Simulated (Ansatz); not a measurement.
In the program Ansatz at the PBEsol level (PAW), AlN in the tetragonal phase (P4_2/mnm; Al on 4g, N on 4f) relaxes to a = 5.294 Å, c = 3.109 Å. Its formation energy from the elements is -1.42 eV/atom, with no fitted shifts.

The Kohn–Sham gap is 3.75 eV (smallest direct gap 3.76 eV). The valence maximum lies on the M–Γ line, 88 % of the way from M and the conduction minimum at Γ. HSE06 on the same cell gives 5.15 eV. Electrons at the band edge weigh 0.32, 0.32, 0.34 mₑ (principal values). The hole mass is 0.46, 1.5, 3.6 mₑ (principal values).

The bulk modulus is 186 GPa. The relaxed-ion elastic constants in GPa are C11 = 261, C12 = 145, C13 = 128, C33 = 399, C44 = 99.8, C66 = 128. The elastic constants imply a Debye temperature near 831 K. Perturbation theory gives ε∞ = 4.47 (xx = yy), 4.35 (zz). Letting the ions move raises it to ε0 = 8.83 (xx = yy), 7.31 (zz). Born charges are Al +2.55, N -2.55 e. The phonon dispersion is stable (no imaginary branch). Without the LO–TO term the highest mode at Γ lies at 804 cm⁻¹.

The start of the workflow was typed in or built on a structure type; neither database checked (COD, Materials Project) lists it. It is not the phase usual at ambient conditions (space group No. 186, 216). The PBEsol relaxation kept the symmetry of its start. The references are the lowest solids computed at this level, not always the standard phases (solids in place of the gases).

Potentials: the earlier of the program's two PAW sets. The files were generated under PBE; for other functionals the program regenerates the frozen cores, and for LDA and PBEsol the local potential too.
